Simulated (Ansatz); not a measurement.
The relaxed structure here is a generated cell of SiNi: the first start was made by placing the elements on the sites of a structure type, and the end was not matched to a known phase here, so it may be hypothetical. Known forms of SiNi include space group No. 62.

The end point of a relaxation of SiNi. Space group P6/mmm (No. 191), AFLOW prototype AB_hP6_191_f_ad (B35, as in CoSn). Method: PBE (plane waves to 420 eV, PAW, scalar-relativistic; Ansatz, an electronic-structure program).

```cif
data_Ni3Si3
_chemical_formula_sum 'Ni3 Si3'
_space_group_name_H-M_alt 'P 1'
_space_group_IT_number 1
_cell_length_a 4.85409
_cell_length_b 4.85409
_cell_length_c 3.82227
_cell_angle_alpha 90.000
_cell_angle_beta 90.000
_cell_angle_gamma 120.000
loop_
_space_group_symop_operation_xyz
  'x, y, z'
loop_
_atom_site_label
_atom_site_type_symbol
_atom_site_fract_x
_atom_site_fract_y
_atom_site_fract_z
_atom_site_occupancy
Ni1 Ni 0.50000 0.00000 0.00000 1
Ni2 Ni 0.50000 0.50000 0.00000 1
Ni3 Ni 0.00000 0.50000 0.00000 1
Si1 Si 0.00000 0.00000 0.00000 1
Si2 Si 0.33333 0.66667 0.50000 1
Si3 Si 0.66667 0.33333 0.50000 1
```

Question: Give the magnetic moment at the level PBE.

Answer: Zero (the starting moments vanished).

No spin polarisation in the result: the starting moments vanished. A magnetic state may lie lower.

The run could not lose the symmetry of its start, so the end can be a saddle point.

All atoms sit on sites fixed by symmetry, so only the cell could relax.
